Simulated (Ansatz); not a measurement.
The relaxed structure here is a generated cell of AlNi: the first start was made by placing the elements on the sites of a structure type, and the end was not matched to a known phase here, so it may be hypothetical. Known forms of AlNi include space group No. 221.

One stationary structure of AlNi. Space group I4₁/amd (No. 141). These are PBE (plane waves to 420 eV, PAW, scalar-relativistic; Ansatz, a program for electronic structure) values and carry that method's errors.

```xyz
4
Lattice="-1.7512 1.7512 3.9950 1.7512 -1.7512 3.9950 1.7512 1.7512 -3.9950" Properties=species:S:1:pos:R:3 pbc="T T T"
Ni     0.0000     0.0000     3.9950
Ni     1.7512     0.0000     1.9975
Al     0.0000     0.0000     0.0000
Al     0.0000     1.7512     1.9975
```

For AlNi, the volume per atom comes out as 12.25 Å³. The band gap is no gap (metallic). The shortest distances comes out as Al–Ni 2.48 Å; Ni–Ni 2.66 Å; Al–Al 2.66 Å. The k-mesh is 17×17×17.

Band energies at high-symmetry points (eV from the Fermi level; labels of this space group; no spin-orbit coupling), from −5 eV up to 2.6 eV:

```csv
point,energies
Γ,-4.07 -3.20 -2.78 -2.40 -2.40 -2.36 -2.07 -1.97 -1.97 -1.51 -1.34 2.51
X,-3.72 -3.72 -3.23 -3.23 -2.26 -2.26 -1.52 -1.52 -1.40 -1.40 -1.16 -1.16 1.62 1.62
P,-4.12 -4.12 -2.82 -2.82 -2.29 -2.29 -1.51 -1.51 -1.35 -1.35 -1.18 -1.18 2.40 2.40
N,-4.58 -3.00 -2.98 -2.89 -2.59 -1.81 -1.64 -1.33 -1.23 -1.10 -0.89 0.86
M,-3.31 -3.31 -2.66 -2.66 -1.94 -1.94 -1.32 -1.32 -0.84 -0.84 0.10 0.10
S,-3.02 -2.99 -2.66 -2.24 -2.21 -1.60 -1.28 -1.14 -1.03 -0.94
S0,-3.02 -2.99 -2.66 -2.24 -2.21 -1.60 -1.28 -1.14 -1.03 -0.94
R,-4.42 -4.42 -2.85 -2.85 -2.36 -2.36 -1.45 -1.45 -1.20 -1.20 -1.06 -1.06 2.35 2.35
```

No spin polarisation in the result. A magnetic state may lie lower.

The run could not lose the symmetry of its start, so the end can be a saddle point.

It was reached from a disturbed copy of a Immm (No. 71) cell, against which it lies -0.36 eV/atom.
